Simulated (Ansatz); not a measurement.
# How the vibrations of ZrHg change with volume

Computed with DFT LDA, scalar-relativistic, plane waves, PAW (Ansatz 0.2.0). Plane waves to 420 eV; Γ-centred k mesh 14×14×10; Fermi-Dirac smearing of 0.15 eV. No spin polarisation. Phonons by linear response, acoustic sum rule imposed.

Equilibrium structure at this level:
```xyz
2
Lattice="3.0847 0.0000 0.0000 0.0000 3.0847 0.0000 0.0000 0.0000 4.1968" Properties=species:S:1:pos:R:3 pbc="T T T"
Zr    1.5424    1.5424    2.0984
Hg    0.0000    0.0000    0.0000
```

In a metal, frequencies depend on the k mesh and the smearing, soft modes most. Spin–orbit coupling is left out, which can shift energies with elements as heavy as these.

Cells at 0.98 and 1.02 times the equilibrium volume were relaxed in shape and atoms; γ = −d ln ν / d ln V, modes matched by rank.

Task: Give the optical frequencies at Γ (cm⁻¹) at the three volumes and the mode Grüneisen parameters.

Result:
```
0.98 V    V  1.02 V     γ  degeneracy
   123  117     112  2.31           2
   169  160     152  2.52           1
```

Task: What pressures hold the two strained cells, and what bulk modulus follows?

Result: 2.62 GPa at 0.98 V and -2.34 GPa at 1.02 V, so B = −dP/d ln V ≈ 124 GPa.